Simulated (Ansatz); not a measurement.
Ga4AsP3 (ordering on zincblende): the band gap by level of theory

All numbers come from Ansatz 0.2.0. The calculation is non-magnetic, and the structure need not be a phase that has been made.

The cell is Ga4AsP3 as one 8-atom ordering (P-43m) on the zincblende lattice; cell and atoms were relaxed with r2SCAN. Space group P-43m (No. 215), cubic; conventional cell a = 5.504 Å, 20.84 Å³ an atom. P is surrounded by 4 Ga at 2.37 Å; Ga is surrounded by 3 P at 2.37 Å and 1 As at 2.42 Å; As is surrounded by 4 Ga at 2.42 Å.

Relaxed lattice by functional, symmetry kept:
```tsv
functional	k mesh	a (Å)	volume (Å³/atom)
PBE	4×4×4	5.564	21.53
r2SCAN	4×4×4	5.504	20.84
```

Gaps on the r2SCAN cell, each the least over its mesh and the special points:

| level | k mesh | gap (eV) | kind | edges | least direct gap (eV) | rough cost |
| --- | --- | --- | --- | --- | --- | --- |
| PBE | 6×6×6 | 1.30 | direct | Γ | 1.30 | 50 core-seconds |
| PBE+SOC | 6×6×6 | 1.25 | direct | Γ | 1.25 | 3 core-minutes |
| r2SCAN | 6×6×6 | 1.58 | direct | Γ | 1.58 | 50 core-seconds |
| HSE06 | 4×4×4 | 1.94 | direct | Γ | 1.94 | 7 core-minutes |
| PBE0 | 4×4×4 | 2.59 | direct | Γ | 2.59 | 7 core-minutes |

PBE, PBE+SOC: smearing of 0.02 eV; the others have fixed occupations.
Wave cutoffs: 420 eV, 500 eV (r2SCAN).
Costs come from shared machines and give only the order; PBE's includes the band path. The runs had 4 threads of Arm Neoverse V1 (shared host).

HSE06 gives a direct gap of 1.94 eV at Γ. Spin-orbit coupling changes the PBE gap by -0.051 eV, to 1.25 eV; at Γ the threefold valence level splits into a fourfold and a twofold level 0.16 eV apart, the fourfold one on top.

r2SCAN covers 43 % of the step from PBE to HSE06, while HSE06 needs about 9 times r2SCAN's rough cost (on a coarser mesh). For gaps to 0.1 eV, spin-orbit coupling (up to 0.05 eV here) is at the margin. All these functionals give a gap of the same kind, direct.

r2SCAN (ground state on 4×4×4): ε∞: 9.83 in all directions. Born charges, averaged over directions: P -2.22, Ga +2.15, As -1.93 e.

Only the levels marked +SOC include spin-orbit coupling.
